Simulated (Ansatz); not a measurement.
Single point in Ansatz 0.2.0 with PBE, no spin polarisation. Cutoff 420 eV, PAW datasets, 7×7×4 Γ-centred k mesh, fermi-dirac filling (width 0.1 eV).

Computed maps in the lattice plane spanned by b (left to right, 4.65 Å, 14 points from zero) and c (bottom to top, 8.14 Å, 25 points from zero), 90° apart, at height 0.000 along a. The fields are smooth PAW ones with compensation charges, not the true ones near nuclei.

Valence density. Digits on a logarithmic scale: 0 up to 0.03 e/Å³, each further digit a factor of 1.6, 9 from 1.3 e/Å³ up:
```
99964211124699
99643211123469
88643222223468
99753356533579
99854699964589
99854899984589
99754899984579
77532599952357
54321245421234
65310011100135
99520000000259
99830000000389
99830000000389
99520000000259
65310011100135
54321245421234
77532599952357
99754899984579
99854899984589
99854699964589
99753356533579
88643222223468
99643211123469
99964211124699
99964211124699
```

ELF. Ten even steps from '0' (0.01) to '9' (0.91):
```
97323421243237
42012200022102
44321000001234
89850024200589
37860266620687
47950552550597
99840553550489
88620266620268
11100013100011
10000000000000
66300000000036
25600000000065
25600000000065
66300000000036
10000000000000
11100013100011
88620266620268
99840553550489
47950552550597
37860266620687
89850024200589
44321000001234
42012200022102
97323421243237
98534432344358
```

Task: The cell is Na$_{5}$MnSO$_{2}$. Which atoms lie within 0.2 Å of this plane, and where (fractions of b and c)?

Result: Na at (0.00, 0.50), Na at (0.50, 0.26), Na at (0.50, 0.74), Mn at (0.00, 0.00), O at (0.00, 0.22), O at (0.00, 0.78). The whole cell:
```yaml
crystal:
  lattice:
    - [4.64764, 0.00000, 0.00000]
    - [0.00000, 4.64764, 0.00000]
    - [0.00000, 0.00000, 8.14299]
  atoms:
    - { symbol: Na, position: [0.00000, 0.00000, 0.50000] }
    - { symbol: S, position: [0.50000, 0.50000, 0.50000] }
    - { symbol: Na, position: [0.00000, 0.50000, 0.25580] }
    - { symbol: Na, position: [0.50000, 0.00000, 0.25580] }
    - { symbol: Na, position: [0.00000, 0.50000, 0.74420] }
    - { symbol: Na, position: [0.50000, 0.00000, 0.74420] }
    - { symbol: Mn, position: [0.00000, 0.00000, 0.00000] }
    - { symbol: O, position: [0.00000, 0.00000, 0.21870] }
    - { symbol: O, position: [0.00000, 0.00000, 0.78130] }
```

Origin: a known structure type with other elements, at an estimated volume, so it need not be a known compound. Caveats: no spin polarisation, so a magnetic state may lie lower.
